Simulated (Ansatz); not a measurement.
# What settings do to one calculation: (001) superlattice of 12 and 8 atomic planes of zincblende BeS and BeSe, in-plane a of BeSe, 20 atoms

Ansatz (PAW, plane waves), atoms fixed. The base input:

```yaml
crystal:
  lattice:
    - [2.564411, 2.564411, 0.000000]
    - [-2.564411, 2.564411, 0.000000]
    - [0.000000, 0.000000, 24.117279]
  atoms:
    - { symbol: Be, position: [0.011714, 0.001435, 0.002221] }
    - { symbol: Be, position: [0.995644, 0.968774, 0.188969] }
    - { symbol: Be, position: [0.941732, 0.997649, 0.379114] }
    - { symbol: Be, position: [0.973926, 0.010741, 0.578358] }
    - { symbol: Be, position: [0.998271, 0.001313, 0.783166] }
    - { symbol: Be, position: [0.508338, 0.519842, 0.096787] }
    - { symbol: Be, position: [0.488129, 0.469572, 0.291050] }
    - { symbol: Be, position: [0.512872, 0.490597, 0.482838] }
    - { symbol: Be, position: [0.505092, 0.495871, 0.683768] }
    - { symbol: Be, position: [0.481232, 0.517412, 0.897586] }
    - { symbol: S, position: [0.496814, 0.988116, 0.043897] }
    - { symbol: S, position: [0.466517, 0.996025, 0.239725] }
    - { symbol: S, position: [0.509255, 0.014081, 0.432569] }
    - { symbol: S, position: [0.969788, 0.512810, 0.146536] }
    - { symbol: S, position: [0.980568, 0.499534, 0.337436] }
    - { symbol: S, position: [0.972571, 0.451533, 0.531440] }
    - { symbol: Se, position: [0.495904, 0.030013, 0.625995] }
    - { symbol: Se, position: [0.516388, 0.986189, 0.839584] }
    - { symbol: Se, position: [0.010485, 0.491914, 0.731412] }
    - { symbol: Se, position: [0.981487, 0.473630, 0.942287] }
kpoints:
  mp_grid: { grid: [4, 4, 1] }
hamiltonian:
  xc: pbesol
scf:
  occupations: { method: fermi_dirac, width: 0.01 }
output:
  forces: true
  eigenvalues: true
  stress: true
  populations: true
```

Command:

```sh
ansatz run in.yaml --threads 7 --pin off --max-ram 13300MiB --runs-dir r --events-out ev --progress --plain
```

It converged in 8 iterations and 4.1 s of wall time on 7 threads of a Neoverse-V2 processor, on a host shared with other runs; peak host memory 1.3 GiB; largest force component 2.01 eV/Å, pressure -1.83 GPa. The cutoff was the default, 420 eV. The base isn't a converged reference: it has few k points, and its atoms are unrelaxed. Each run below changes the keys shown and caps the iterations.

```tsv
run	changed	ending	iterations	free energy less the base (meV per atom)	rms change of forces (eV/Å)	change of pressure (GPa)	wall time (s, shared host)
1	ecutrho_ratio 8, xc_grid 2 (2 is the default), max_iter 80	converged	8	0.0	0.000	0.00	3 CPU
2	dispersion d3bj, mixing algorithm msr1, dr2_threshold 0.001, max_iter 100	converged	6	other zero	0.002	-2.36	2.8 CPU
3	mixing beta 0.01, max_iter 90	converged	11	0.0	0.000	0.00	3.2 CPU
4	xc pbe, xc_grid 1 (2 is the default), max_iter 80, k points the Γ point alone	converged	9	other zero	0.710	26.24	0.6 CPU
5	n_extra_bands 60, max_iter 80, total_charge -1	converged	13	other zero	0.194	-1.35	5.9 CPU
6	xc revpbe, occupations cold, max_iter 100	converged	8	other zero	0.040	3.79	2.9 CPU
7	max_iter 70, k points a 1×1×2 mesh centred on Γ	converged	10	2131.0	0.750	24.47	0.8 CPU
8	mixing algorithm msr1, accuracy low (cutoff and grids as in the base), max_iter 70	converged	7	0.0	0.000	0.00	2.8 CPU
```

«Other zero»: another functional, charge or dispersion term moves the zero of energy, so the difference says nothing of accuracy.

Q: Which changes leave the result alone, and which of the same physical model moves the forces most?

A: The forces move by under 0.002 eV/Å in runs 1, 3, 8. Run 7 (max_iter 70, k points a 1×1×2 mesh centred on Γ) moves them most among the runs with the same functional, charge and dispersion term, by 0.750 eV/Å.
